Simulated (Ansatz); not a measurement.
MgF₂ (rutile)

```yaml
crystal:
  lattice:
    - [4.69838, 0.00000, 0.00000]
    - [0.00000, 4.69838, 0.00000]
    - [0.00000, 0.00000, 3.09284]
  atoms:
    - { symbol: Mg, position: [0.00000, 0.00000, 0.00000] }
    - { symbol: Mg, position: [0.50000, 0.50000, 0.50000] }
    - { symbol: F, position: [0.30358, 0.30358, 0.00000] }
    - { symbol: F, position: [0.80358, 0.19642, 0.50000] }
    - { symbol: F, position: [0.19642, 0.80358, 0.50000] }
    - { symbol: F, position: [0.69642, 0.69642, 0.00000] }
```

The slice is a (-1 2 0) plane (indices of the conventional cell) through the point (0.804, 0.196, 0.500) (fractional), spanned by u = [001] and v = [210] in vectors of this cell: u (3.09 Å) and v (10.51 Å, at 90° to u). It covers one period; positions are fractions (u, v).

Calculation: PBE (plane waves to 420 eV, PAW, scalar-relativistic; Ansatz, a program for electronic structure). k mesh 7×7×11. Inside the PAW spheres the values are not all-electron values, and peaks at nuclei hang on which shells count as valence. MgF2 was relaxed with its symmetry unable to fall.

Problem. Predict the map of the valence electron density on the slice.

Solution. 
```
|##**==..  ..==**|
|--::..      ..::|
|                |
|....          ..|
|====::..  ..::==|
|##**==::..::==**|
|##**==::::::==**|
|==--::::::::::--|
|....::------::..|
|  ..==**##**==..|
|..::++##%%##++::|
|++----++**++----|
|@@%%--::::::--%%|
|%%**----------**|
|::::--++**++--::|
|  ..--++**++--..|
|    ::------::  |
|--::..........::|
|##**==::..::==**|
|@@%%++::..::++%%|
```
Scale: ten equal steps from -1.69 (start of ' ') to 1.35 (end of '@'), in the order ' .:-=+*#%@'. Values: log₁₀ of the valence density in e/Å³. The map has 8 points along u (two characters each, u = 0 at the left) and 20 along v (v = 0 in the bottom row). The scale is logarithmic, as a density can span decades between atoms and voids.
